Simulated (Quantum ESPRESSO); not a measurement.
# TiZr2Pd3AlAu: input and log of a self-consistent run

Simulated, not a measurement. The program is pw.x of Quantum ESPRESSO 7.5 (plane-wave density functional theory). The cell is made up: eight metal atoms on a hexagonal close-packed lattice, with elements, volume, strain and displacements drawn at random and not relaxed, so it may be unstable or far from any real phase. PseudoDojo standard norm-conserving files set the functional (PBE unless stated); there is no spin polarisation or spin-orbit coupling, the Fermi-Dirac width of 0.25 eV means electrons at about 2900 K, and the masses in the input are unused placeholders. Heavy elements are run without spin-orbit coupling, which real alloys of them have. A spin test at this wide smearing found no moment, but such smearing suppresses magnetism that the real alloy may have.

Input:

```
&control calculation='scf', pseudo_dir='./dojo.nc.sr.pbe.v0_5.standard.upf', outdir='./o', disk_io='minimal', tprnfor=.true., tstress=.true. /
&system ibrav=0, nat=8, ntyp=5, nbnd=72, ecutwfc=84.00895049, nosym=.true., tot_charge=0,
 occupations='smearing', smearing='fd', degauss=0.0183746611
/
&electrons conv_thr=1.470e-08, electron_maxstep=70, mixing_beta=0.5 /
ATOMIC_SPECIES
Al 1.0 Al.upf
Au 1.0 Au.upf
Pd 1.0 Pd.upf
Ti 1.0 Ti.upf
Zr 1.0 Zr.upf
CELL_PARAMETERS angstrom
-3.0278 -0.0199 0.0462
0.0345 5.1281 -0.0338
1.6448 -2.4916 -9.595
ATOMIC_POSITIONS angstrom
Ti 0.0698 -0.0734 0.0917
Zr 0.0324 1.6766 -2.4296
Pd 0.1321 0.0132 -4.7623
Al 0.2125 1.7468 -7.2628
Pd -1.4945 2.4945 0.0599
Pd -1.4921 4.3554 -2.414
Au -1.3939 2.6283 -4.8235
Zr -1.3703 -0.7442 -7.1635
K_POINTS automatic
8 5 3 1 1 1
```

The log is shortened where brackets say so; the opening notice, blank lines, dates and the lines on written files are dropped, and the path of the files is cut. It prints rydbergs, bohrs and kilobars, and counts compression as positive stress. Its total energy is the free energy E - TS of the whole cell.

```
     Program PWSCF v.7.5
     Parallel version (MPI & OpenMP), running on       4 processor cores
     Number of MPI processes:                 4
     Threads/MPI process:                     1
     [start-up lines left out]
     bravais-lattice index     =            0
     lattice parameter (alat)  =       5.7225  a.u.
     unit-cell volume          =    1004.3957 (a.u.)^3
     number of atoms/cell      =            8
     number of atomic types    =            5
     number of electrons       =       112.00
     number of Kohn-Sham states=           72
     kinetic-energy cutoff     =      84.0090  Ry
     charge density cutoff     =     336.0358  Ry
     scf convergence threshold =      1.5E-08
     mixing beta               =       0.5000
     number of iterations used =            8  plain     mixing
     Exchange-correlation= PBE
                           (   1   4   3   4   0   0   0)
     [axes and pseudopotential details left out]
   Cartesian axes
     site n.     atom                  positions (alat units)
         1        Ti     tau(   1) = (   0.0230499  -0.0242387   0.0302818  )
         2        Zr     tau(   2) = (   0.0106994   0.5536590  -0.8023201  )
         3        Pd     tau(   3) = (   0.0436230   0.0043590  -1.5726412  )
         4        Al     tau(   4) = (   0.0701733   0.5768409  -2.3983744  )
         5        Pd     tau(   5) = (  -0.4935246   0.8237518   0.0197806  )
         6        Pd     tau(   6) = (  -0.4927321   1.4382717  -0.7971685  )
         7        Au     tau(   7) = (  -0.4603037   0.8679362  -1.5928511  )
         8        Zr     tau(   8) = (  -0.4525104  -0.2457551  -2.3655828  )
     number of k points=    60  Fermi-Dirac smearing, width (Ry)=  0.0184
                       cart. coord. in units 2pi/alat
        k(    1) = (  -0.0641001   0.0589627  -0.0789001), wk =   0.0333333
        k(    2) = (  -0.0608956   0.0603292   0.1316969), wk =   0.0333333
     [further k points left out]
     Dense  grid:   104457 G-vectors     FFT dimensions: (  36,  60, 120)
     Estimated max dynamical RAM per process >     405.89 MB
     Estimated total dynamical RAM >       1.51 GB
     Initial potential from superposition of free atoms
     starting charge     111.9906, renormalised to     112.0000
     Starting wfcs are   71 randomized atomic wfcs +    1 random wfcs
     total cpu time spent up to now is        5.9 secs
     per-process dynamical memory:   325.6 Mb
     Self-consistent Calculation
     iteration #  1     ecut=    84.01 Ry     beta= 0.50
     Davidson diagonalization with overlap
     ethr =  1.00E-02,  avg # of iterations =  3.0
     total cpu time spent up to now is       21.3 secs
     total energy              =   -1415.56386844 Ry
     estimated scf accuracy    <      29.84806052 Ry
     iteration #  2     ecut=    84.01 Ry     beta= 0.50
     Davidson diagonalization with overlap
     ethr =  1.00E-02,  avg # of iterations =  5.2
     total cpu time spent up to now is       42.5 secs
     total energy              =   -1414.60555916 Ry
     estimated scf accuracy    <     275.19107794 Ry
     iteration #  3     ecut=    84.01 Ry     beta= 0.50
     Davidson diagonalization with overlap
     ethr =  1.00E-02,  avg # of iterations =  5.0
     total cpu time spent up to now is       61.2 secs
     total energy              =   -1435.11055404 Ry
     estimated scf accuracy    <      34.05931188 Ry
     iteration #  4     ecut=    84.01 Ry     beta= 0.50
     Davidson diagonalization with overlap
     ethr =  1.00E-02,  avg # of iterations =  2.5
     total cpu time spent up to now is       75.0 secs
     total energy              =   -1436.55384567 Ry
     estimated scf accuracy    <      12.77705779 Ry
     iteration #  5     ecut=    84.01 Ry     beta= 0.50
     Davidson diagonalization with overlap
     ethr =  1.00E-02,  avg # of iterations =  1.0
     total cpu time spent up to now is       86.4 secs
     total energy              =   -1436.02956495 Ry
     estimated scf accuracy    <      10.62163106 Ry
     [iterations 6 to 17 left out]
     iteration # 18     ecut=    84.01 Ry     beta= 0.50
     Davidson diagonalization with overlap
     ethr =  8.96E-09,  avg # of iterations =  1.2
     total cpu time spent up to now is      252.9 secs
     total energy              =   -1435.45827346 Ry
     estimated scf accuracy    <       0.00000015 Ry
     iteration # 19     ecut=    84.01 Ry     beta= 0.50
     Davidson diagonalization with overlap
     ethr =  1.34E-10,  avg # of iterations =  4.7
     total cpu time spent up to now is      268.0 secs
     total energy              =   -1435.45827347 Ry
     estimated scf accuracy    <       0.00000015 Ry
     iteration # 20     ecut=    84.01 Ry     beta= 0.50
     Davidson diagonalization with overlap
     ethr =  1.34E-10,  avg # of iterations =  1.0
     total cpu time spent up to now is      279.0 secs
     total energy              =   -1435.45827348 Ry
     estimated scf accuracy    <       0.00000005 Ry
     iteration # 21     ecut=    84.01 Ry     beta= 0.50
     Davidson diagonalization with overlap
     ethr =  4.88E-11,  avg # of iterations =  1.2
     total cpu time spent up to now is      290.3 secs
     total energy              =   -1435.45827348 Ry
     estimated scf accuracy    <       0.00000003 Ry
     iteration # 22     ecut=    84.01 Ry     beta= 0.50
     Davidson diagonalization with overlap
     ethr =  2.79E-11,  avg # of iterations =  1.0
     total cpu time spent up to now is      301.2 secs
     End of self-consistent calculation
     [lines on levels left out]
!    total energy              =   -1435.45827349 Ry
     estimated scf accuracy    <          3.9E-10 Ry
     smearing contrib. (-TS)   =      -0.11132077 Ry
     internal energy E=F+TS    =   -1435.34695272 Ry
     The total energy is F=E-TS. E is the sum of the following terms:
     one-electron contribution =    -649.69629513 Ry
     hartree contribution      =     376.03833670 Ry
     xc contribution           =    -238.54296308 Ry
     ewald contribution        =    -923.14603120 Ry
     convergence has been achieved in  22 iterations
     Forces acting on atoms (cartesian axes, Ry/au):
     atom    1 type  4   force =    -0.00380719   -0.02664370   -0.02792613
     atom    2 type  5   force =     0.00151280    0.02332116    0.00301578
     atom    3 type  3   force =    -0.00298243    0.00681183   -0.01542670
     atom    4 type  1   force =    -0.00452826    0.01619349    0.01998707
     atom    5 type  3   force =     0.00159144    0.00956547   -0.01285688
     atom    6 type  3   force =     0.00681415   -0.00927954    0.02759939
     atom    7 type  2   force =    -0.00549593   -0.01511673   -0.00230275
     atom    8 type  5   force =     0.00689542   -0.00485197    0.00791021
     Total force =     0.067722     Total SCF correction =     0.000086
     Computing stress (Cartesian axis) and pressure
          total   stress  (Ry/bohr**3)                   (kbar)     P=      -63.23
  -0.00033083  -0.00007610   0.00005991          -48.67      -11.19        8.81
  -0.00007610  -0.00044523  -0.00009263          -11.19      -65.50      -13.63
   0.00005991  -0.00009263  -0.00051341            8.81      -13.63      -75.52
     init_run     :      5.34s CPU      5.61s WALL (       1 calls)
     electrons    :    287.71s CPU    295.34s WALL (       1 calls)
     forces       :      2.03s CPU      2.05s WALL (       1 calls)
     stress       :      7.02s CPU      7.02s WALL (       1 calls)
     [timing details left out]
     PWSCF        :   5m 2.35s CPU   5m10.34s WALL
     JOB DONE.
```

In other units: free energy -19530.405 eV for the cell, pressure -6.32 GPa, largest force component 0.718 eV/Å in size. The run took 312 s of wall time with four MPI processes on a shared machine (Intel Xeon, 2023 or later, virtual cores), so the time is rough. A rerun of this cell at a higher cutoff and on a denser mesh moved values by no more than 0.005 eV in energy, 0.02 GPa in stress and 0.006 eV/Å in force, and a second program with other atomic files agreed on that cell to 2 % rms in force and 0.5 GPa in pressure.